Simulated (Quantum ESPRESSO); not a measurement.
# Si5PGeAl: input and log of a self-consistent run

Simulated, not a measurement. The program is pw.x of Quantum ESPRESSO 7.5 (plane-wave density functional theory). The cell is made up: 8 atoms on a zincblende/diamond lattice, with randomly drawn elements, strain and displacements, not relaxed. PseudoDojo standard norm-conserving files (v0.5 for PBE, v0.4.1 for LDA and PBEsol) set the functional; there is no spin polarisation, spin-orbit coupling or dispersion term, and the masses in the input are unused placeholders.

Input:

```
&control calculation='scf', pseudo_dir='./dojo.nc.sr.pbe.v0_5.standard.upf', outdir='./o', disk_io='medium', tprnfor=.true., tstress=.true. /
&system ibrav=0, nat=8, ntyp=4, nbnd=31, ecutwfc=77.98206166, nosym=.true., tot_charge=0,
 occupations='smearing', smearing='fd', degauss=0.0073498644
/
&electrons conv_thr=7.350e-09, electron_maxstep=60, /
ATOMIC_SPECIES
Al 1.0 Al.upf
Ge 1.0 Ge.upf
P 1.0 P.upf
Si 1.0 Si.upf
CELL_PARAMETERS angstrom
5.6433 0.0 0.0
0.0 5.6433 0.0
0.0 0.0 5.6433
ATOMIC_POSITIONS angstrom
Si -0.0179 -0.0036 0.1076
Si 0.0094 2.7659 2.7883
Si 2.838 -0.0042 2.7034
Si 2.8595 2.8646 -0.0163
P 1.3715 1.4362 1.4503
Ge 1.4862 4.3225 4.2535
Si 4.2022 1.4696 4.3489
Al 4.1685 4.2075 1.4172
K_POINTS automatic
6 6 6 1 1 1
```

The log is shortened where brackets say so; the opening notice, blank lines, dates and the lines on written files are dropped, and the path of the files is cut. It prints rydbergs, bohrs and kilobars, and counts compression as positive stress.

```
     Program PWSCF v.7.5
     Parallel version (MPI & OpenMP), running on       1 processor cores
     Number of MPI processes:                 1
     Threads/MPI process:                     1
     [start-up lines left out]
     bravais-lattice index     =            0
     lattice parameter (alat)  =      10.6643  a.u.
     unit-cell volume          =    1212.8191 (a.u.)^3
     number of atoms/cell      =            8
     number of atomic types    =            4
     number of electrons       =        42.00
     number of Kohn-Sham states=           31
     kinetic-energy cutoff     =      77.9821  Ry
     charge density cutoff     =     311.9282  Ry
     scf convergence threshold =      7.3E-09
     mixing beta               =       0.7000
     number of iterations used =            8  plain     mixing
     Exchange-correlation= PBE
                           (   1   4   3   4   0   0   0)
     [axes and pseudopotential details left out]
   Cartesian axes
     site n.     atom                  positions (alat units)
         1        Si     tau(   1) = (  -0.0031719  -0.0006379   0.0190669  )
         2        Si     tau(   2) = (   0.0016657   0.4901210   0.4940903  )
         3        Si     tau(   3) = (   0.5028972  -0.0007442   0.4790459  )
         4        Si     tau(   4) = (   0.5067071   0.5076108  -0.0028884  )
         5        P      tau(   5) = (   0.2430316   0.2544965   0.2569950  )
         6        Ge     tau(   6) = (   0.2633565   0.7659525   0.7537257  )
         7        Si     tau(   7) = (   0.7446352   0.2604150   0.7706307  )
         8        Al     tau(   8) = (   0.7386635   0.7455744   0.2511297  )
     number of k points=   108  Fermi-Dirac smearing, width (Ry)=  0.0073
     Number of k-points >= 100: set verbosity='high' to print them.
     Dense  grid:   112595 G-vectors     FFT dimensions: (  60,  60,  60)
     Estimated max dynamical RAM per process >     142.22 MB
     Initial potential from superposition of free atoms
     starting charge      41.9935, renormalised to      42.0000
     Starting wfcs are   37 randomized atomic wfcs
     total cpu time spent up to now is       21.5 secs
     per-process dynamical memory:    95.0 Mb
     Self-consistent Calculation
     iteration #  1     ecut=    77.98 Ry     beta= 0.70
     Davidson diagonalization with overlap
     ethr =  1.00E-02,  avg # of iterations =  3.9
     Threshold (ethr) on eigenvalues was too large:
     Diagonalizing with lowered threshold
     Davidson diagonalization with overlap
     ethr =  4.68E-04,  avg # of iterations =  5.1
     total cpu time spent up to now is      147.7 secs
     total energy              =    -239.34011968 Ry
     estimated scf accuracy    <       0.21525542 Ry
     iteration #  2     ecut=    77.98 Ry     beta= 0.70
     Davidson diagonalization with overlap
     ethr =  5.13E-04,  avg # of iterations =  2.2
     total cpu time spent up to now is      204.0 secs
     total energy              =    -239.34530781 Ry
     estimated scf accuracy    <       0.05679799 Ry
     iteration #  3     ecut=    77.98 Ry     beta= 0.70
     Davidson diagonalization with overlap
     ethr =  1.35E-04,  avg # of iterations =  4.0
     total cpu time spent up to now is      263.8 secs
     total energy              =    -239.36037777 Ry
     estimated scf accuracy    <       0.02972403 Ry
     iteration #  4     ecut=    77.98 Ry     beta= 0.70
     Davidson diagonalization with overlap
     ethr =  7.08E-05,  avg # of iterations =  3.0
     total cpu time spent up to now is      312.3 secs
     total energy              =    -239.36565878 Ry
     estimated scf accuracy    <       0.00118809 Ry
     iteration #  5     ecut=    77.98 Ry     beta= 0.70
     Davidson diagonalization with overlap
     c_bands:  1 eigenvalues not converged
     c_bands:  1 eigenvalues not converged
     c_bands:  1 eigenvalues not converged
     c_bands:  1 eigenvalues not converged
     c_bands:  1 eigenvalues not converged
     c_bands:  1 eigenvalues not converged
     c_bands:  1 eigenvalues not converged
     c_bands:  1 eigenvalues not converged
     ethr =  2.83E-06,  avg # of iterations = 11.6
     total cpu time spent up to now is      394.8 secs
     total energy              =    -239.36604547 Ry
     estimated scf accuracy    <       0.00007145 Ry
     iteration #  6     ecut=    77.98 Ry     beta= 0.70
     Davidson diagonalization with overlap
     ethr =  1.70E-07,  avg # of iterations =  2.8
     total cpu time spent up to now is      448.8 secs
     total energy              =    -239.36606196 Ry
     estimated scf accuracy    <       0.00000752 Ry
     iteration #  7     ecut=    77.98 Ry     beta= 0.70
     Davidson diagonalization with overlap
     ethr =  1.79E-08,  avg # of iterations =  2.2
     total cpu time spent up to now is      508.8 secs
     total energy              =    -239.36606370 Ry
     estimated scf accuracy    <       0.00000068 Ry
     iteration #  8     ecut=    77.98 Ry     beta= 0.70
     Davidson diagonalization with overlap
     ethr =  1.63E-09,  avg # of iterations =  3.3
     total cpu time spent up to now is      568.0 secs
     total energy              =    -239.36606395 Ry
     estimated scf accuracy    <       0.00000006 Ry
     iteration #  9     ecut=    77.98 Ry     beta= 0.70
     Davidson diagonalization with overlap
     ethr =  1.53E-10,  avg # of iterations =  3.8
     total cpu time spent up to now is      631.4 secs
     total energy              =    -239.36606398 Ry
     estimated scf accuracy    <       0.00000001 Ry
     iteration # 10     ecut=    77.98 Ry     beta= 0.70
     Davidson diagonalization with overlap
     ethr =  2.59E-11,  avg # of iterations =  2.1
     total cpu time spent up to now is      683.5 secs
     End of self-consistent calculation
     Number of k-points >= 100: set verbosity='high' to print the bands.
     the Fermi energy is     5.7973 ev
!    total energy              =    -239.36606398 Ry
     estimated scf accuracy    <          1.8E-09 Ry
     smearing contrib. (-TS)   =      -0.00143090 Ry
     internal energy E=F+TS    =    -239.36463308 Ry
     The total energy is F=E-TS. E is the sum of the following terms:
     one-electron contribution =    -122.16758012 Ry
     hartree contribution      =      80.71931539 Ry
     xc contribution           =     -64.97156034 Ry
     ewald contribution        =    -132.94480801 Ry
     convergence has been achieved in  10 iterations
     Forces acting on atoms (cartesian axes, Ry/au):
     atom    1 type  4   force =     0.00327321    0.02031156   -0.02471222
     atom    2 type  4   force =    -0.01081474    0.02127237    0.04002029
     atom    3 type  4   force =    -0.00977086    0.05189686    0.05689785
     atom    4 type  4   force =    -0.03439905   -0.01480944    0.00623625
     atom    5 type  3   force =     0.01655743   -0.00981044   -0.01755091
     atom    6 type  2   force =    -0.03001490   -0.01429155   -0.01717934
     atom    7 type  4   force =     0.02406604   -0.03919223   -0.04795104
     atom    8 type  1   force =     0.04110288   -0.01537713    0.00423913
     Total force =     0.138238     Total SCF correction =     0.000072
     Computing stress (Cartesian axis) and pressure
          total   stress  (Ry/bohr**3)                   (kbar)     P=      -31.98
  -0.00022327  -0.00006995  -0.00006929          -32.84      -10.29      -10.19
  -0.00006995  -0.00019884   0.00005864          -10.29      -29.25        8.63
  -0.00006929   0.00005864  -0.00023003          -10.19        8.63      -33.84
     init_run     :     20.11s CPU     21.39s WALL (       1 calls)
     electrons    :    634.81s CPU    661.99s WALL (       1 calls)
     forces       :     18.85s CPU     19.00s WALL (       1 calls)
     stress       :     52.47s CPU     52.65s WALL (       1 calls)
     [timing details left out]
     PWSCF        :  12m 6.52s CPU  12m35.68s WALL
     JOB DONE.
```

In other units: free energy -3256.741 eV for the cell, pressure -3.20 GPa, largest force component 1.463 eV/Å. A rerun of this cell at 1347 eV and a 8 x 8 x 8 mesh moved values by no more than 0.002 eV in energy, 0.02 GPa in stress and 0.003 eV/Å in force.